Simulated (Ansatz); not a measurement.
NbAs in space group I4_1md (No. 109; Nb on 4a, As on 4a), PBEsol in the plane-wave PAW code Ansatz, all energies at zero smearing, with the estimated change up to a 700 eV cutoff added, with one set of potentials and settings (totals compare only within such a set). Cell of 4 atoms (2 Nb, 2 As): -18619.975 eV.

```json
[
 {"element": "Nb", "reference phase": "Im-3m, 1 atoms in the cell", "E (eV/atom)": "-4495.4542"},
 {"element": "As", "reference phase": "R-3m, 2 atoms in the cell", "E (eV/atom)": "-4813.0241"}
]
```

Formation energy per atom, worked out: (-18619.975 − 2×(-4495.4542) − 2×(-4813.0241))/4 = -0.755 eV/atom (-73 kJ per mol of atoms), at 0 K, without zero-point energy or fitted corrections.

The PBEsol relaxation kept the symmetry of its start. No spin polarisation was allowed. The references are the lowest solids computed at this level, not always the standard phases.

Potentials: the later of the program's two PAW sets.
